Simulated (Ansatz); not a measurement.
The calculation used DFT PBE, scalar-relativistic, plane waves, PAW, and for the lanthanide a 4f-in-core norm-conserving potential, in Ansatz 0.2.0. Settings: cutoff 770 eV, Γ-centred meshes spaced at most about 0.3 Å⁻¹, and about 0.25 Å⁻¹ or finer for metals (2π included), Gaussian smearing. No spin polarisation in the final relaxations.

These are static total energies at zero pressure.

Two relaxed structures of Er3Se:

A.

```
Er Se
1.0
     5.95634    0.00000    0.00000
     0.00000    5.95634    0.00000
     0.00000    0.00000    5.95634
Er Se
6 2
Direct
  0.25000 0.00000 0.50000
  0.50000 0.75000 0.00000
  0.75000 0.00000 0.50000
  0.50000 0.25000 0.00000
  0.00000 0.50000 0.75000
  0.00000 0.50000 0.25000
  0.00000 0.00000 0.00000
  0.50000 0.50000 0.50000
```

B.

```
Er Se
1.0
     0.00000    3.74156    3.74156
     3.74156    0.00000    3.74156
     3.74156    3.74156    0.00000
Er Se
3 1
Direct
  0.25000 0.25000 0.25000
  0.75000 0.75000 0.75000
  0.50000 0.50000 0.50000
  0.00000 0.00000 0.00000
```

Task: Which form is favoured at zero pressure, and by what margin per atom?

Result: A is lower, by 256 meV/atom. A has space group Pm-3n (No. 223), 26.4 Å³/atom and no gap on its mesh; B has the BiF3 (D0_3) type, space group Fm-3m (No. 225), 26.2 Å³/atom and no gap. Counting Er atoms around Se (those within 1.25 times the shortest such distance or 1.15 times the sum of covalent radii, 1.27 where that leaves under three; a plus sign parts nearer from farther groups), A has Se 12 and B has Se 8+6. Both come from invented guesses. A third cell relaxed alike, in P4/mmm, lies 0.30 eV/atom below the lower of the two.

In Fm-3m an odd number of valence electrons (the lanthanide is held trivalent, its 4f shell in the core) allows no gap without spin; another valence of the lanthanide, a larger cell or a magnetic state could open one. A magnetic state wasn't ruled out in cells without spin, among them Fm-3m. Cells relaxed within their symmetry can be saddle points.

The lanthanide is trivalent by construction, without f bands, f moments or other valences.
